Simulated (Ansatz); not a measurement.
TaRh$_{3}$ (Cu3Au type, Pm-3m) under volume change, plane-wave PAW r²SCAN (Ansatz code), scaled uniformly.

| V (Å³/atom) | E − E(relaxed) (meV/atom) | P (GPa) |
|---|---|---|
| 13.123 | 124.7 | 33.68 |
| 13.556 | 52.1 | 20.47 |
| 13.989 | 12.2 | 9.35 |
| 14.421 | 0.0 | -0.01 |
| 14.854 | 11.0 | -7.89 |
| 15.286 | 41.5 | -14.51 |
| 15.719 | 88.3 | -20.05 |

Problem. What does a third-order Birch–Murnaghan fit give for V₀, B₀ and B′?

Solution. V₀ = 14.42 Å³/atom, B₀ = 285 GPa, B′ = 4.7.

The workflow started from an entry of the Crystallography Open Database (COD). Its standing as an ambient phase is unchecked. The r²SCAN relaxation kept the symmetry of its start; whether a distortion lowers the energy is not shown. The run is not spin-polarised. Scalar-relativistic: spin–orbit coupling is off unless named, which matters more the heavier the elements.

Potentials: the later of the program's two PAW sets.
